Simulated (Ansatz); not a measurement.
A vibration from a frozen displacement in RbBi

All numbers below come from Ansatz 0.2.0, DFT LDA, scalar-relativistic, plane waves, PAW. Settings: plane waves to 420 eV, k-mesh 10×10×12 (Γ-centred), Gaussian smearing 0.15 eV. Spin–orbit coupling is left out, which matters for the heavy elements here. No spin polarisation. Energies are free energies at this smearing, counted from the undisturbed cell; pressure is positive in compression.

The starting cell (as given, not relaxed at this level; it stands at -2.5 GPa, and it needn't be the usual structure):

```yaml
crystal:
  lattice:
    - [4.68527, 0.00000, 0.00000]
    - [0.00000, 4.68527, 0.00000]
    - [0.00000, 0.00000, 3.85888]
  atoms:
    - { symbol: Rb, position: [0.50000, 0.50000, 0.50000] }
    - { symbol: Bi, position: [0.00000, 0.00000, 0.00000] }
```

Every Rb atom is moved by x along the Cartesian unit vector (0.000, 0.000, 1.000); the cell and all other atoms stay fixed. The cell's volume is 84.71 Å³; the moved atoms weigh 85.468 u together and the others 208.980 u. Some rows repeat others by symmetry and weren't run.

| x (Å) | ΔE (meV/cell) | total force on the moved atoms along the move (eV/Å) | pressure (GPa) |
| --- | --- | --- | --- |
| -0.2000 | 18.37 | 0.1822 | -2.3650 |
| -0.1750 | 14.09 | 0.1600 | -2.3878 |
| -0.1500 | 10.37 | 0.1376 | -2.4077 |
| -0.1000 | 4.62 | 0.0922 | -2.4383 |
| -0.0500 | 1.16 | 0.0463 | -2.4568 |
| 0.0000 | 0.00 | 0.0000 | -2.4630 |
| 0.0500 | 1.16 | -0.0463 | -2.4568 |
| 0.1000 | 4.62 | -0.0922 | -2.4383 |
| 0.1500 | 10.37 | -0.1376 | -2.4077 |
| 0.1750 | 14.09 | -0.1600 | -2.3878 |
| 0.2000 | 18.37 | -0.1822 | -2.3650 |

Q: What frequency belongs to this motion?

A: The force constant is k = −dF/dx = 0.926 eV/Å², from the parabola through x = -0.0500, 0 and 0.0500. In every cell the moved atoms swing against the rest, so the mass is μ = m₁m₂/(m₁ + m₂) = 60.660 u, and ν̃ = 521.5 cm⁻¹ × √(|k|/μ) = 64 cm⁻¹, at this cell's pressure of -2.5 GPa. To first order in x, and within 1 %, the force on every atom lies along the move and, within each of the two groups, in proportion to the atom's mass, so this is itself a mode at the zone centre of this cell.

Q: How far does the harmonic law reach?

A: At x = -0.200 Å, kx²/2 = 18.52 meV against the computed 18.37 meV (-0.8 %): the well is still close to harmonic there.

Q: The pressure changes with x². What does that say about the frequency under compression?

A: With E = k(V)x²/2, k ∝ V^(−2γ) and x scaling with the cell as V^(1/3), P − P0 = −∂E/∂V = (2γ − 2/3) ΔE/V. At x = 0.1000 Å, V(P − P0) = 84.71 × 0.02464 / 160.2 eV = 13.03 meV and ΔE = 4.62 meV, so γ = 1/3 + V(P − P0)/(2ΔE) = 1.74. This is the Grüneisen parameter of the motion under uniform scaling of the cell: shrinking the cell evenly by 1 % in volume raises the frequency by about 1.74 %.

In a metal these slopes depend on the k mesh and the smearing.